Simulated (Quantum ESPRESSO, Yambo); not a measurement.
# CdSe at -0.5 % isotropic strain: DFT and GW levels

```cif
data_CdSe
_chemical_formula_sum 'Se1 Cd1'
_space_group_name_H-M_alt 'P 1'
_space_group_IT_number 1
_cell_length_a 4.27976
_cell_length_b 4.27976
_cell_length_c 4.27976
_cell_angle_alpha 60.000
_cell_angle_beta 60.000
_cell_angle_gamma 60.000
loop_
_space_group_symop_operation_xyz
  'x, y, z'
loop_
_atom_site_label
_atom_site_type_symbol
_atom_site_fract_x
_atom_site_fract_y
_atom_site_fract_z
_atom_site_occupancy
Se1 Se 0.25000 0.25000 0.25000 1
Cd1 Cd 0.00000 0.00000 0.00000 1
```

The PBEsol cell relaxed from Materials Project entry mp-2691 was given an isotropic strain of -0.5 % on all lattice vectors, and the atoms were relaxed again.

Starting point: norm-conserving PBE (stringent potentials; Quantum ESPRESSO, 120 Ry, without SOC). G0W0 in Yambo: 4×4×4 Γ-centred k mesh, bands 14 to 259 and a 15 Ry block in the screening, 259 bands in G with the Bruneval-Gonze terminator, plasmon pole fitted at 27.2 eV.

```
Property                                          Value
----------------------------------------------  -------
PBE gap along the band path                     0.64 eV
PBE gap between the mesh's edge points (Γ → Γ)  0.64 eV
G0W0 gap between the same points                1.37 eV
```

```csv
k point,band,E PBE (eV),E QP (eV),shift (eV),Z
Γ,VB,0.00,-0.70,-0.70,0.79
Γ,CB,0.64,0.68,0.04,0.81
L,VB,-0.77,-1.54,-0.77,0.79
L,CB,2.42,2.56,0.14,0.81
W,VB,-2.27,-3.16,-0.89,0.79
W,CB,5.10,5.57,0.47,0.79
```

Energies count from the PBE valence-band maximum.

Convergence of the G0W0 settings was not tested.

Spin-orbit splittings are left out.
